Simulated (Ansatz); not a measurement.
Trial structure of CuO2, not yet relaxed:

```
Cu O
1.0
     3.92507    0.00000    0.00000
    -1.96253    3.39921    0.00000
     0.00000    0.00000    5.70627
Cu O
2 4
Direct
  0.00000 0.00000 0.50000
  0.00000 0.00000 0.00000
  0.33333 0.66667 0.62154
  0.66667 0.33333 0.62154
  0.66667 0.33333 0.37846
  0.33333 0.66667 0.37846
```

The calculation used DFT PBE, scalar-relativistic, plane waves, PAW in Ansatz 0.2.0. Settings: cutoff 420 eV, Γ-centred mesh 6×6×4 on the computed 6-atom cell, Gaussian smearing of 0.10 eV; collinear spin from starting moments 1.0 -1.0 0.0 0.0 0.0 0.0 μB.

Energies over the elements count from the elements' standard structures at the same level (O₂ as a molecule), with no fitted energy shifts.

Task: What does a single point on this coarse mesh give?

Result: The pressure is 1.7 GPa (the mean over three directions, positive in compression), the largest force is 1.44 eV/Å, and the energy is +0.77 eV/atom against the elements. The shortest distance is 1.39 Å.

Task: Is it a good guess?

Result: A fair one: relaxing gains about 0.13 eV/atom in 15 ionic steps and ends at +0.642 eV/atom on the finer mesh. The symmetry stays P6/mmm (No. 191). The volume per atom shrinks by 4.4 %, from 12.7 to 12.1 Å³. The shortest distance goes from 1.39 Å (O–O) to 1.34 Å (O–O). The ratio c/a of the conventional cell changes by a factor of 0.78. Conventional cell: a = 4.192 Å, c = 4.783 Å. Around Cu on its first site lie 2 Cu at 2.39 Å and 12 O at 2.51 Å; around Cu on its second site lie 2 Cu at 2.39 Å and 12 O at 2.97 Å; O is surrounded by 1 O at 1.34 Å, 3 O at 2.42 Å, 3 Cu at 2.51 Å, 3 O at 2.77 Å and 3 Cu at 2.97 Å.

The last run used a 12×12×8 mesh (in the run's order of axes) for its 6-atom cell and Gaussian smearing of 0.01 eV. No Hubbard U is applied to the 3d shell of Cu. The relaxation can't lower the symmetry of the start, and the grade says only how near the guess is to its own end. A structure relaxed within its symmetry needn't be a true minimum. Another cell of CuO2 relaxed alike but with spin, in Fd-3m (a Materials Project cell), lies 0.68 eV/atom lower, so this cell isn't the stable form at this level.
